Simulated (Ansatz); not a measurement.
MgO:
```xyz
4
Lattice="3.4511 0.0000 0.0000 -1.7255 2.9887 0.0000 0.0000 0.0000 4.1377" Properties=species:S:1:pos:R:3 pbc="T T T"
Mg     1.7255     0.9962     3.1033
Mg     0.0000     1.9925     1.0344
O      1.7255     0.9962     1.0344
O      0.0000     1.9925     3.1033
```

Relaxed with LDA. Special points in fractions of this cell's reciprocal vectors: Γ (0.000, 0.000, 0.000); M (0.500, 0.000, 0.000); K (0.333, 0.333, 0.000); A (0.000, 0.000, 0.500); L (0.500, 0.000, 0.500); H (0.333, 0.333, 0.500).

Problem. List the band energies nearest the valence-band maximum at these points for LDA (plane waves, PAW; program Ansatz).

Solution. In eV from the valence-band maximum; about four levels below and three above (degenerate sets whole), none deeper than 8.9 eV; … stands for higher levels left out; points with the same levels are listed once.

| k | below | above |
|---|---|---|
| Γ | -1.81 -1.81 -0.85 -0.85 0.00 | 3.49 9.49 12.31 |
| M | -2.43 -2.04 -1.36 -0.54 | 6.92 9.23 9.77 |
| K | -2.27 -2.27 -1.89 -1.89 -0.93 | 7.21 8.86 … |
| A | -1.35 -1.35 -1.35 -1.35 | 6.51 6.51 … |
| L | -1.60 -1.60 -0.87 -0.87 | 7.27 7.27 … |
| H | -2.60 -2.60 -0.41 -0.41 | 8.08 8.08 … |

Space group P6_3/mmc. The workflow started from a Materials Project entry (that database holds measured and hypothetical structures alike); the Crystallography Open Database copy checked does not list it. It is not the phase usual at ambient conditions (space group No. 225). The cell was relaxed with LDA under the symmetry of its start; phonons on a q-mesh show no instability.

Potentials: the later of the program's two PAW sets.
